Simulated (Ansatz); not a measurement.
**NiO: a fit and a missing row**

NiO, Fm-3m, a = 4.116 Å. Ansatz: PBEsol, PAW, 420 eV, Γ-centred 18×18×18 mesh on 2 atoms, Gaussian smearing 0.10 eV; collinear spin, largest moment 1.0 μB. Symmetry fixes shape and atoms, so the cell is only scaled; pressure is positive in compression.

```
V (Å³/atom) P (GPa)
      8.194    11.86
      8.456     4.85
      8.717     0.00
      8.979        ?
      9.240    -9.67
```

Problem. Take V0 = 8.717 Å³/atom, fit the third-order Birch–Murnaghan form to the other rows, and predict the missing pressure.

Solution. With the Eulerian strain f = ½[(V0/V)^(2/3) − 1] and y = P/[3f(1 + 2f)^(5/2)], the form is the line y = B0 + 1.5 B0 (B0′ − 4) f. Rows (f, y): 0.02106, 169.3; 0.01024, 150.1; -0.01905, 186.5. Means f = 0.004083, y = 168.63; Σ(Δf)² = 0.0008613, ΣΔfΔy = -0.5161; the slope is their ratio. y = 171.1 − 599.2 f GPa, so B0 = 171.1 GPa and B0′ = 4 + 2 × (-599.2)/(3 × 171.1) = 1.67. At V = 8.979, f = -0.00977, y = 176.95 and P = -4.94 GPa. The run gave -5.21 GPa, so the fit is 0.27 GPa too high, within the rms miss on the fitted rows (0.53 GPa). Note that the largest moment runs from 0.18 to 1.26 μB along the series. A B0′ outside 2 to 8 is unusual except in layered or molecular crystals, and here it hangs on few rows.

The largest moment runs from 0.18 to 1.26 μB along the series, so B0 and B0′ hold the change of the moment too.

The cell holds one magnetic atom, so it can only be ferromagnetic; an antiferromagnetic order may lie lower.